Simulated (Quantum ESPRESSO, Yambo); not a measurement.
## Levels of theory for the gap of LuPO4

LuPO4 (space group I4_1/amd, No. 141): one geometry, one set of PBEsol (Quantum ESPRESSO, PseudoDojo norm-conserving, 100 Ry, scalar-relativistic) orbitals, self-energies from Yambo (2×2×2 Γ-centred k mesh, bands 3 to 222 and a 7 Ry block in the screening, 222 bands in G with the Bruneval-Gonze terminator, plasmon pole fitted at 27.2 eV).

The geometry is that of Materials Project entry mp-2940, symmetrised and not relaxed again.

```json
[
 {"level": "PBEsol (Quantum ESPRESSO)", "gap Γ → Γ (eV)": "6.22", "rough Yambo cost": "–"},
 {"level": "exchange only (Hartree-Fock self-energy on PBEsol orbitals)", "gap Γ → Γ (eV)": "17.13", "rough Yambo cost": "about 1/20 (8 states)"},
 {"level": "static COHSEX@PBEsol", "gap Γ → Γ (eV)": "9.38", "rough Yambo cost": "within a factor of two (2 states)"},
 {"level": "G0W0@PBEsol, plasmon pole", "gap Γ → Γ (eV)": "8.48", "rough Yambo cost": "1 (8 states)"},
 {"level": "G0W0@PBEsol, multipole fit to 8 frequencies, no terminator", "gap Γ → Γ (eV)": "8.45", "rough Yambo cost": "within a factor of two (2 states)"}
]
```

Bare exchange has no screening and gives the widest gap; static COHSEX screens it but leaves out the frequency dependence, which G0W0 restores. Among the k points computed, the smallest G0W0 gap is 8.07 eV, M → Γ. All rows use the PBEsol edge points; in the exchange only run other k points give a smaller gap, 16.54 eV.

Costs are rough ratios of core time on shared machines.

Nearest settings tried, and what they do to the gap: 121 bands in W: +166 meV. Not varied: bands in G, block, mesh. So the settings aren't converged at that level. The k mesh is coarse.

The 4f states are in the valence at their DFT position.
